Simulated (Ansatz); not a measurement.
Relaxed SiO₂ (rutile):

```yaml
crystal:
  lattice:
    - [4.23588, 0.00000, 0.00000]
    - [0.00000, 4.23588, 0.00000]
    - [0.00000, 0.00000, 2.68991]
  atoms:
    - { symbol: Si, position: [0.50000, 0.50000, 0.50000] }
    - { symbol: Si, position: [0.00000, 0.00000, 0.00000] }
    - { symbol: O, position: [0.80699, 0.80699, 0.50000] }
    - { symbol: O, position: [0.30699, 0.69301, 0.00000] }
    - { symbol: O, position: [0.69301, 0.30699, 0.00000] }
    - { symbol: O, position: [0.19301, 0.19301, 0.50000] }
```

Calculation: PBE (plane waves to 420 eV, PAW, scalar-relativistic; Ansatz, an electronic-structure program). k mesh 6×6×10 (Γ-centred), Fermi-Dirac smearing 0.05 eV. SiO2 was relaxed with its symmetry unable to fall. The PAW data are Ansatz's earlier set.

One atom of the cell was then moved (with its periodic images), all else fixed, and the forces (eV/Å) came out as:

```
atom      Fx      Fy      Fz
----  ------  ------  ------
Si1   -2.317   2.317  -3.368
Si2   -0.020   0.020  -0.392
O3     0.053   0.041  -1.184
O4     0.033  -0.033   0.076
O5     2.291  -2.291   6.050
O6    -0.041  -0.053  -1.184
```

Which atom was moved, and by which vector (Å)?

O5, by (0.00, 0.00, -0.32), 0.32 Å in all.

(For displaced atoms, the force is minus the slope of the energy, and its curvature is a force constant, which sets phonon frequencies.)
